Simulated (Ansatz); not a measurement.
Band table of Rh (fcc type)

```yaml
crystal:
  lattice:
    - [0.00000, 1.90067, 1.90067]
    - [1.90067, 0.00000, 1.90067]
    - [1.90067, 1.90067, 0.00000]
  atoms:
    - { symbol: Rh, position: [0.00000, 0.00000, 0.00000] }
```

The cell comes from a relaxation on PAW files under the same functional.

Level of theory: DFT with r²SCAN, scalar-relativistic, in Ansatz 0.2.0; a Γ-centred 17×17×17 k mesh, Fermi–Dirac smearing of 0.1 eV, no spin polarisation. PAW: frozen-core files, cutoff 500 eV.

This run: the series' base cell.

The PAW files were made under PBE.

Path points, in fractions of the reciprocal vectors: Γ (0.000, 0.000, 0.000), X (0.500, 0.000, 0.500), U (0.625, 0.250, 0.625), K (0.375, 0.375, 0.750), L (0.500, 0.500, 0.500), W (0.500, 0.250, 0.750). The distance column jumps between branches of the path. Levels in eV from the Fermi level; bands 5 to 11, counted from the lowest band of the run. The gap is zero, the pressure 0.00 GPa.

```
# k(1/Å) point b5 b6 b7 b8 b9 b10 b11
0.000 Γ -8.15 -3.17 -3.17 -3.17 -1.07 -1.07 16.48
0.207 - -7.93 -3.31 -3.05 -3.05 -1.22 -1.01 16.80
0.413 - -7.31 -3.71 -2.72 -2.72 -1.62 -0.86 17.68
0.620 - -6.44 -4.25 -2.19 -2.19 -2.04 -0.61 18.98
0.826 - -5.76 -4.84 -1.98 -1.48 -1.48 -0.32 19.11
1.033 - -5.75 -5.38 -0.89 -0.66 -0.66 -0.01 17.64
1.240 - -6.10 -5.80 0.16 0.16 0.26 0.88 15.78
1.446 - -6.42 -6.07 0.45 0.80 0.80 2.66 13.91
1.653 X -6.54 -6.17 0.52 1.06 1.06 3.51 12.90
1.726 - -6.52 -6.15 0.49 0.91 1.05 3.68 12.88
1.799 - -6.47 -6.09 0.41 0.55 1.02 4.11 12.80
1.872 - -6.38 -5.99 0.10 0.29 0.96 4.69 12.58
1.945 - -6.27 -5.85 -0.37 0.12 0.89 5.34 12.09
2.018 - -6.15 -5.66 -0.83 -0.08 0.80 6.03 11.42
2.091 - -6.01 -5.44 -1.28 -0.29 0.69 6.76 10.67
2.164 - -5.87 -5.19 -1.71 -0.52 0.56 7.51 9.90
2.237 U -5.71 -4.92 -2.10 -0.75 0.42 8.29 9.11
3.249 K -5.71 -4.92 -2.10 -0.75 0.42 8.29 9.11
3.469 - -5.17 -4.17 -3.09 -1.38 -0.09 6.80 10.69
3.688 - -4.65 -3.75 -3.73 -1.83 -0.69 4.61 13.14
3.907 - -4.59 -4.09 -3.45 -2.04 -1.31 2.61 14.47
4.126 - -5.26 -4.12 -3.02 -2.01 -1.91 0.91 16.01
4.345 - -6.26 -3.91 -2.73 -2.43 -1.78 -0.32 17.56
4.564 - -7.22 -3.59 -2.83 -2.79 -1.46 -0.92 17.69
4.783 - -7.91 -3.29 -3.08 -3.05 -1.18 -1.06 16.83
5.003 Γ -8.15 -3.17 -3.17 -3.17 -1.07 -1.07 16.48
5.182 - -7.99 -3.24 -3.10 -3.10 -1.10 -1.10 16.71
5.360 - -7.52 -3.41 -2.94 -2.94 -1.17 -1.17 17.32
5.539 - -6.87 -3.52 -2.80 -2.80 -1.14 -1.14 17.66
5.718 - -6.32 -3.26 -2.81 -2.81 -0.87 -0.87 15.81
5.897 - -6.12 -2.95 -2.95 -2.36 -0.41 -0.41 13.77
6.076 - -6.18 -3.11 -3.11 -1.02 0.08 0.08 11.68
6.255 - -6.28 -3.24 -3.24 0.31 0.46 0.46 9.89
6.434 L -6.32 -3.28 -3.28 0.60 0.60 0.92 9.13
6.580 - -6.23 -3.36 -3.20 -0.31 0.58 1.92 9.10
6.726 - -5.98 -3.59 -2.96 -1.24 0.53 3.14 9.04
6.872 - -5.60 -3.92 -2.58 -2.05 0.46 4.42 8.96
7.018 - -5.16 -4.30 -2.72 -2.09 0.41 5.74 8.93
7.165 - -4.71 -4.65 -3.24 -1.62 0.44 7.08 8.99
7.311 - -4.94 -4.31 -3.62 -1.34 0.64 8.40 9.25
7.457 - -5.13 -4.03 -3.84 -1.27 0.93 9.56 9.73
7.603 W -5.19 -3.92 -3.92 -1.27 1.06 10.13 10.13
7.706 - -5.27 -4.43 -3.35 -1.18 1.06 9.23 10.98
7.809 - -5.46 -4.88 -2.73 -0.94 1.06 8.29 11.75
7.913 - -5.71 -5.27 -2.06 -0.61 1.06 7.33 12.17
8.016 - -5.97 -5.59 -1.35 -0.26 1.06 6.37 12.36
8.119 - -6.21 -5.84 -0.61 0.06 1.06 5.44 12.57
8.223 - -6.39 -6.02 0.12 0.31 1.06 4.56 12.75
8.326 - -6.50 -6.13 0.47 0.76 1.06 3.83 12.86
8.429 X -6.54 -6.17 0.52 1.06 1.06 3.51 12.90
```
